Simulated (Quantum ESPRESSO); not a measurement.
# Pt2ScAg4Re: one run as intended and one with a planted mistake

Computed values, not a measurement. The program is pw.x of Quantum ESPRESSO 7.5 (plane-wave density functional theory). The cell is made up: eight metal atoms on a hexagonal close-packed lattice, with elements, volume, strain and displacements drawn at random and not relaxed, so it may be unstable or far from any real phase. PseudoDojo standard norm-conserving files set the functional (PBE unless stated); there is no spin polarisation or spin-orbit coupling, the Fermi-Dirac width of 0.25 eV means electrons at about 2900 K, and the masses in the input are unused placeholders. Heavy elements are run without spin-orbit coupling, which real alloys of them have. A spin test at this wide smearing found no moment, but such smearing suppresses magnetism that the real alloy may have.

Intended input:

```
&control calculation='scf', pseudo_dir='./dojo.nc.sr.pbe.v0_5.standard.upf', outdir='./o', disk_io='medium', tprnfor=.true., tstress=.true. /
&system ibrav=0, nat=8, ntyp=4, nbnd=82, ecutwfc=84.00895049, nosym=.true., tot_charge=0,
 occupations='smearing', smearing='fd', degauss=0.0183746611
/
&electrons conv_thr=1.470e-08, electron_maxstep=70, mixing_beta=0.5 /
ATOMIC_SPECIES
Ag 1.0 Ag.upf
Pt 1.0 Pt.upf
Re 1.0 Re.upf
Sc 1.0 Sc.upf
CELL_PARAMETERS angstrom
4.4184 -2.5013 0.0177
-2.9374 0.0464 -4.5722
2.9612 5.0296 -0.066
ATOMIC_POSITIONS angstrom
Pt -0.0266 0.0316 0.0457
Sc 1.4843 2.4789 -0.0606
Ag 0.0411 1.779 -2.3371
Ag 1.4061 4.1899 -2.312
Ag 2.9487 -0.0318 0.0017
Ag 4.4217 2.5426 -0.0785
Re 1.4427 -0.7697 -2.2988
Pt 2.9833 1.719 -2.2765
K_POINTS automatic
5 5 4 1 1 1
```

The log is shortened where brackets say so; the opening notice, blank lines, dates and the lines on written files are dropped, and the path of the files is cut. It prints rydbergs, bohrs and kilobars, and counts compression as positive stress. Its total energy is the free energy E - TS of the whole cell.

Log of the intended run:

```
     Program PWSCF v.7.5
     Parallel version (MPI & OpenMP), running on       1 processor cores
     Number of MPI processes:                 1
     Threads/MPI process:                     1
     [start-up lines left out]
     bravais-lattice index     =            0
     lattice parameter (alat)  =       9.5947  a.u.
     unit-cell volume          =     915.6145 (a.u.)^3
     number of atoms/cell      =            8
     number of atomic types    =            4
     number of electrons       =       138.00
     number of Kohn-Sham states=           82
     kinetic-energy cutoff     =      84.0090  Ry
     charge density cutoff     =     336.0358  Ry
     scf convergence threshold =      1.5E-08
     mixing beta               =       0.5000
     number of iterations used =            8  plain     mixing
     Exchange-correlation= PBE
                           (   1   4   3   4   0   0   0)
     [axes and pseudopotential details left out]
   Cartesian axes
     site n.     atom                  positions (alat units)
         1        Pt     tau(   1) = (  -0.0052390   0.0062238   0.0090008  )
         2        Sc     tau(   2) = (   0.2923399   0.4882310  -0.0119355  )
         3        Ag     tau(   3) = (   0.0080948   0.3503824  -0.4603028  )
         4        Ag     tau(   4) = (   0.2769380   0.8252205  -0.4553593  )
         5        Ag     tau(   5) = (   0.5807603  -0.0062632   0.0003348  )
         6        Ag     tau(   6) = (   0.8708746   0.5007770  -0.0154609  )
         7        Re     tau(   7) = (   0.2841465  -0.1515960  -0.4527595  )
         8        Pt     tau(   8) = (   0.5875750   0.3385651  -0.4483674  )
     number of k points=    50  Fermi-Dirac smearing, width (Ry)=  0.0184
                       cart. coord. in units 2pi/alat
        k(    1) = (   0.1392508   0.0415756  -0.2000868), wk =   0.0400000
        k(    2) = (   0.2462344   0.2300831  -0.2669052), wk =   0.0400000
     [further k points left out]
     Dense  grid:    95191 G-vectors     FFT dimensions: (  60,  60,  72)
     Estimated max dynamical RAM per process >     189.96 MB
     Initial potential from superposition of free atoms
     starting charge     137.9949, renormalised to     138.0000
     Starting wfcs are   80 randomized atomic wfcs +    2 random wfcs
     total cpu time spent up to now is       34.7 secs
     per-process dynamical memory:   106.1 Mb
     Self-consistent Calculation
     iteration #  1     ecut=    84.01 Ry     beta= 0.50
     Davidson diagonalization with overlap
     ethr =  1.00E-02,  avg # of iterations =  3.0
     total cpu time spent up to now is      171.5 secs
     total energy              =   -2032.04877614 Ry
     estimated scf accuracy    <       1.73807273 Ry
     iteration #  2     ecut=    84.01 Ry     beta= 0.50
     Davidson diagonalization with overlap
     ethr =  1.26E-03,  avg # of iterations =  3.0
     total cpu time spent up to now is      293.2 secs
     total energy              =   -2032.06337304 Ry
     estimated scf accuracy    <       6.77408671 Ry
     [iterations 3 to 12 left out]
     iteration # 13     ecut=    84.01 Ry     beta= 0.50
     Davidson diagonalization with overlap
     ethr =  5.96E-11,  avg # of iterations =  2.0
     total cpu time spent up to now is     1452.4 secs
     total energy              =   -2032.90651638 Ry
     estimated scf accuracy    <       0.00000002 Ry
     iteration # 14     ecut=    84.01 Ry     beta= 0.50
     Davidson diagonalization with overlap
     ethr =  1.32E-11,  avg # of iterations =  2.0
     total cpu time spent up to now is     1570.2 secs
     End of self-consistent calculation
     [lines on levels left out]
!    total energy              =   -2032.90651638 Ry
     estimated scf accuracy    <          3.0E-09 Ry
     smearing contrib. (-TS)   =      -0.08603638 Ry
     internal energy E=F+TS    =   -2032.82048000 Ry
     The total energy is F=E-TS. E is the sum of the following terms:
     one-electron contribution =    -696.46448934 Ry
     hartree contribution      =     424.20315591 Ry
     xc contribution           =    -331.06208095 Ry
     ewald contribution        =   -1429.49706562 Ry
     convergence has been achieved in  14 iterations
     Forces acting on atoms (cartesian axes, Ry/au):
     atom    1 type  2   force =     0.01201153    0.00435956   -0.00926947
     atom    2 type  4   force =     0.00067500    0.00780407    0.01946014
     atom    3 type  1   force =    -0.01509568   -0.04073305    0.00090772
     atom    4 type  1   force =     0.02770395    0.02803505   -0.01067095
     atom    5 type  1   force =    -0.00645656    0.00176675   -0.00239267
     atom    6 type  1   force =     0.00892779    0.00724041    0.01378774
     atom    7 type  3   force =    -0.01077441    0.00075685    0.00710447
     atom    8 type  2   force =    -0.01699161   -0.00922964   -0.01892697
     Total force =     0.074273     Total SCF correction =     0.000227
     Computing stress (Cartesian axis) and pressure
          total   stress  (Ry/bohr**3)                   (kbar)     P=       -0.24
  -0.00002259  -0.00008053   0.00023192           -3.32      -11.85       34.12
  -0.00008053  -0.00018059  -0.00013815          -11.85      -26.57      -20.32
   0.00023192  -0.00013815   0.00019827           34.12      -20.32       29.17
     init_run     :     32.90s CPU     34.38s WALL (       1 calls)
     electrons    :   1488.28s CPU   1535.56s WALL (       1 calls)
     forces       :     11.89s CPU     11.98s WALL (       1 calls)
     stress       :     56.53s CPU     56.75s WALL (       1 calls)
     [timing details left out]
     PWSCF        :  26m30.09s CPU  27m19.59s WALL
     JOB DONE.
```

A second run has one planted mistake: the files are those of another functional. The input lines that differ:

```
- &control calculation='scf', pseudo_dir='./dojo.nc.sr.pbe.v0_5.standard.upf', outdir='./o', disk_io='medium', tprnfor=.true., tstress=.true. /
+ &control calculation='scf', pseudo_dir='./dojo.nc.sr.pbesol.v0_4_1.standard.upf', outdir='./o', disk_io='medium', tprnfor=.true., tstress=.true. /
```

Its log:

```
     Program PWSCF v.7.5
     Parallel version (MPI & OpenMP), running on       1 processor cores
     Number of MPI processes:                 1
     Threads/MPI process:                     1
     [start-up lines left out]
     bravais-lattice index     =            0
     lattice parameter (alat)  =       9.5947  a.u.
     unit-cell volume          =     915.6145 (a.u.)^3
     number of atoms/cell      =            8
     number of atomic types    =            4
     number of electrons       =       138.00
     number of Kohn-Sham states=           82
     kinetic-energy cutoff     =      84.0090  Ry
     charge density cutoff     =     336.0358  Ry
     scf convergence threshold =      1.5E-08
     mixing beta               =       0.5000
     number of iterations used =            8  plain     mixing
     Exchange-correlation= PBESOL
                           (   1   4  10   8   0   0   0)
     [axes and pseudopotential details left out]
   Cartesian axes
     site n.     atom                  positions (alat units)
         1        Pt     tau(   1) = (  -0.0052390   0.0062238   0.0090008  )
         2        Sc     tau(   2) = (   0.2923399   0.4882310  -0.0119355  )
         3        Ag     tau(   3) = (   0.0080948   0.3503824  -0.4603028  )
         4        Ag     tau(   4) = (   0.2769380   0.8252205  -0.4553593  )
         5        Ag     tau(   5) = (   0.5807603  -0.0062632   0.0003348  )
         6        Ag     tau(   6) = (   0.8708746   0.5007770  -0.0154609  )
         7        Re     tau(   7) = (   0.2841465  -0.1515960  -0.4527595  )
         8        Pt     tau(   8) = (   0.5875750   0.3385651  -0.4483674  )
     number of k points=    50  Fermi-Dirac smearing, width (Ry)=  0.0184
                       cart. coord. in units 2pi/alat
        k(    1) = (   0.1392508   0.0415756  -0.2000868), wk =   0.0400000
        k(    2) = (   0.2462344   0.2300831  -0.2669052), wk =   0.0400000
     [further k points left out]
     Dense  grid:    95191 G-vectors     FFT dimensions: (  60,  60,  72)
     Estimated max dynamical RAM per process >     189.96 MB
     Initial potential from superposition of free atoms
     starting charge     137.9953, renormalised to     138.0000
     Starting wfcs are   80 randomized atomic wfcs +    2 random wfcs
     total cpu time spent up to now is       30.1 secs
     per-process dynamical memory:   106.1 Mb
     Self-consistent Calculation
     iteration #  1     ecut=    84.01 Ry     beta= 0.50
     Davidson diagonalization with overlap
     ethr =  1.00E-02,  avg # of iterations =  3.0
     total cpu time spent up to now is      109.0 secs
     total energy              =   -2030.70447199 Ry
     estimated scf accuracy    <       1.89021522 Ry
     iteration #  2     ecut=    84.01 Ry     beta= 0.50
     Davidson diagonalization with overlap
     ethr =  1.37E-03,  avg # of iterations =  3.0
     total cpu time spent up to now is      193.3 secs
     total energy              =   -2030.76139302 Ry
     estimated scf accuracy    <       6.87766001 Ry
     [iterations 3 to 12 left out]
     iteration # 13     ecut=    84.01 Ry     beta= 0.50
     Davidson diagonalization with overlap
     ethr =  7.24E-11,  avg # of iterations =  2.0
     total cpu time spent up to now is     1020.4 secs
     total energy              =   -2031.63422043 Ry
     estimated scf accuracy    <       0.00000002 Ry
     iteration # 14     ecut=    84.01 Ry     beta= 0.50
     Davidson diagonalization with overlap
     ethr =  1.52E-11,  avg # of iterations =  2.0
     total cpu time spent up to now is     1101.5 secs
     End of self-consistent calculation
     [lines on levels left out]
!    total energy              =   -2031.63422042 Ry
     estimated scf accuracy    <          8.8E-09 Ry
     smearing contrib. (-TS)   =      -0.08617030 Ry
     internal energy E=F+TS    =   -2031.54805012 Ry
     The total energy is F=E-TS. E is the sum of the following terms:
     one-electron contribution =    -696.35263515 Ry
     hartree contribution      =     423.06405598 Ry
     xc contribution           =    -328.76240533 Ry
     ewald contribution        =   -1429.49706562 Ry
     convergence has been achieved in  14 iterations
     Forces acting on atoms (cartesian axes, Ry/au):
     atom    1 type  2   force =     0.01146487    0.00552438   -0.00708087
     atom    2 type  4   force =     0.00123215    0.00756902    0.01797662
     atom    3 type  1   force =    -0.01384707   -0.03938933    0.00115203
     atom    4 type  1   force =     0.02496188    0.02732549   -0.01095004
     atom    5 type  1   force =    -0.00630627   -0.00014609   -0.00282851
     atom    6 type  1   force =     0.00922512    0.00877777    0.01176769
     atom    7 type  3   force =    -0.01241966   -0.00081258    0.00798878
     atom    8 type  2   force =    -0.01431103   -0.00884867   -0.01802569
     Total force =     0.070736     Total SCF correction =     0.000427
     Computing stress (Cartesian axis) and pressure
          total   stress  (Ry/bohr**3)                   (kbar)     P=      -74.07
  -0.00051786  -0.00007364   0.00022443          -76.18      -10.83       33.02
  -0.00007364  -0.00067708  -0.00014078          -10.83      -99.60      -20.71
   0.00022443  -0.00014078  -0.00031563           33.02      -20.71      -46.43
     init_run     :     26.52s CPU     29.86s WALL (       1 calls)
     electrons    :   1004.08s CPU   1071.93s WALL (       1 calls)
     forces       :     12.99s CPU     13.18s WALL (       1 calls)
     stress       :     56.95s CPU     57.33s WALL (       1 calls)
     [timing details left out]
     PWSCF        :  18m21.24s CPU  19m35.60s WALL
     JOB DONE.
```

|  | intended run | run with the mistake |
| --- | --- | --- |
| free energy (eV) | -27659.102 | -27641.792 |
| entropy term -TS, part of it (eV) | -1.171 | -1.172 |
| pressure (GPa) | -0.02 | -7.41 |
| size of the largest force component (eV/Å) | 1.047 | 1.013 |
| largest change of a force component (eV/Å) |  | 0.071 |
| iterations | 14 | 14 |

For scale, a rerun of the intended cell at a higher cutoff and on a denser mesh moved values by no more than 0.005 eV in energy, 0.08 GPa in stress and 0.003 eV/Å in force, and a second program with other atomic files agreed on that cell to 2 % rms in force and 0.5 GPa in pressure. Files of another functional or element have another zero of energy, so the energy change says nothing on stability.